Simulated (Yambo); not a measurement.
Yambo run on CsCdCl$_{3}$ (cubic perovskite, space group Pm-3m, No. 221). The wavefunctions come from this Quantum ESPRESSO step (LDA, PseudoDojo standard norm-conserving files, scalar-relativistic):

```
&CONTROL
  calculation = 'nscf'
  pseudo_dir = './pseudo'
  outdir = './out'
/
&SYSTEM
  ibrav = 0
  nat = 5
  ntyp = 3
  ecutwfc = 102.0
  ecutrho = 408.0
  occupations = 'fixed'
  force_symmorphic = .true.
  nbnd = 269
/
&ELECTRONS
  conv_thr = 5e-09
  diago_full_acc = .true.
  diago_thr_init = 1e-08
/
ATOMIC_SPECIES
Cl 35.4500 Cl.upf
Cd 112.4140 Cd.upf
Cs 132.9055 Cs.upf
CELL_PARAMETERS angstrom
  5.264400000000   0.000000000000   0.000000000000
  0.000000000000   5.264400000000   0.000000000000
  0.000000000000   0.000000000000   5.264400000000
ATOMIC_POSITIONS crystal
Cl   0.000000000000   0.500000000000   0.500000000000
Cl   0.500000000000   0.000000000000   0.500000000000
Cl   0.500000000000   0.500000000000   0.000000000000
Cd   0.500000000000   0.500000000000   0.500000000000
Cs   0.000000000000   0.000000000000   0.000000000000
K_POINTS automatic
2 2 2 0 0 0
```

Yambo input:

```
rim_cut
gw0
dyson
el_el_corr
HF_and_locXC
ppa
em1d
RandQpts= 1000000
RandGvec= 1 Ry
EXXRLvcs= 102 Ry
VXCRLvcs= 408 Ry
Chimod= "HARTREE"
% BndsRnXp
 5 | 268 |
%
NGsBlkXp= 8 Ry
% LongDrXp
 1.0 | 1.0 | 1.0 |
%
PPAPntXp= 27.2114 eV
% GbndRnge
 1 | 268 |
%
GTermKind= "BG"
DysSolver= "n"
ExtendOut
% QPkrange
 1 | 1 | 25 | 26 |
 4 | 4 | 25 | 26 |
%
```

k points by index: 1 = Γ, 4 = R.

Resulting energies as the program prints them:

```
#    K-point    Band    Eo [eV]    E [eV]    E-Eo [eV]    Vxc [eV]    Vnlxc [eV]    Sc|Eo [eV]    Sc|E [eV]    dSc/dw|Eo [eV]    Re(Z)    Im(Z)
#
    1    25    -0.487579    -1.914312    -1.426732    -14.24074    -18.59189    2.542506    2.924413    -7.283180    0.788857    -0.001548
    1    26    1.449560    2.526271    1.076711    -12.90986    -8.139679    -3.466627    -3.693470    -5.732421    0.825992    -0.001153
    4    25    0.000000    -1.205968    -1.205968    -16.99032    -20.92712    2.417950    2.730825    -7.059027    0.794018    -0.001325
    4    26    5.686471    6.588829    0.902358    -9.797532    -4.977696    -3.741195    -3.917477    -5.316192    0.836563    0.449830E-3
```
(The two width columns are left out.) Convergence of these settings isn't established.

Spin-orbit coupling is not included.

Geometry of the Materials Project entry, not relaxed at this level.
